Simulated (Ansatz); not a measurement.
SnS2:
```
CELL_PARAMETERS angstrom
      3.63126     0.00000     0.00000
     -1.81563     3.14476     0.00000
      0.00000     0.00000    11.42184
ATOMIC_POSITIONS crystal
  Sn 0.33333 0.66667 0.62511
  Sn 0.66667 0.33333 0.12511
  S  0.66667 0.33333 0.75344
  S  0.33333 0.66667 0.25344
  S  0.00000 0.00000 0.99645
  S  0.00000 0.00000 0.49645
```

Relaxed with LDA. Special points in fractions of this cell's reciprocal vectors: Γ (0.000, 0.000, 0.000); M (0.500, 0.000, 0.000); K (0.333, 0.333, 0.000); A (0.000, 0.000, 0.500); L (0.500, 0.000, 0.500); H (0.333, 0.333, 0.500).

Problem. List the band energies nearest the valence-band maximum at these points for plane-wave PAW LDA with spin–orbit coupling (Ansatz code).

Solution. In eV from the valence-band maximum; about four levels below and three above (degenerate sets whole), none deeper than 8.9 eV; points with the same levels are listed once.

```tsv
k	below	above
Γ	-0.35 -0.35 -0.01 -0.01	1.58 1.58 2.96 2.96
M	-0.50 -0.50 -0.41 -0.41	0.83 0.83 1.35 1.35
K	-1.23 -1.22 -0.41 -0.41	2.39 2.40 2.40
A	-0.42 -0.42 -0.42 -0.42	2.44 2.44 2.44 2.44
L	-0.66 -0.66 -0.66 -0.66	1.30 1.30 1.30 1.30
H	-1.07 -1.07 -1.07 -1.07	2.18 2.18 2.19 2.19
```

Space group P6_3mc. The first step of the workflow began from a Materials Project structure, measured or hypothetical; the Crystallography Open Database copy checked does not list it. It is not the phase usual at ambient conditions (space group No. 164). Symmetry was held in the LDA relaxation; its stability against distortions is not shown here. A crystal of weakly bound layers computed without a dispersion correction: the cell and the soft elastic constants depend strongly on that.

Potentials: the later of the program's two PAW sets.
